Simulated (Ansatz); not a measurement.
## AlN: energy along a strain

AlN, F-43m, a = 4.370 Å. This isn't the usual stable structure of the compound. Ansatz: r2SCAN, PAW, 500 eV, Γ-centred 10×10×10 mesh on 2 atoms, Gaussian smearing 0.05 eV; no spin polarisation. Cell vectors (Å): 0.000 2.185 2.185; 2.185 0.000 2.185; 2.185 2.185 0.000. The cell is strained by x per cent times the pattern (0 0 0 1 0 0) in the order xx yy zz yz xz xy (engineering shears), with fractional coordinates held. y is the free energy over the start, V0 = 10.430 Å³/atom. Symmetry makes y even in x.

| x (%) | y (meV/atom) |
| --- | --- |
| -2.00 | ? |
| -1.00 | 0.76 |
| 0.00 | 0.00 |
| 0.25 | 0.05 |
| 0.50 | 0.19 |
| 0.75 | 0.43 |
| 1.25 | 1.19 |
| 1.50 | 1.72 |
| 1.75 | 2.34 |

Q: Fit y = c2 x² + c4 x⁴ to the other rows, get the stiffness along the pattern, and predict the missing energy.

A: Least squares on the rows shown. y = 0.7606 x² + 0.001208 x⁴. The clamped-ion stiffness p·C·p = 2 × 7.606 eV × 160.2 / 10.430 Å³ = 234 GPa, which is C44 in these axes. At x = -2.00 the fit asked for gives 3.06 meV/atom. The run gave 3.06 meV/atom, the same to the digits shown.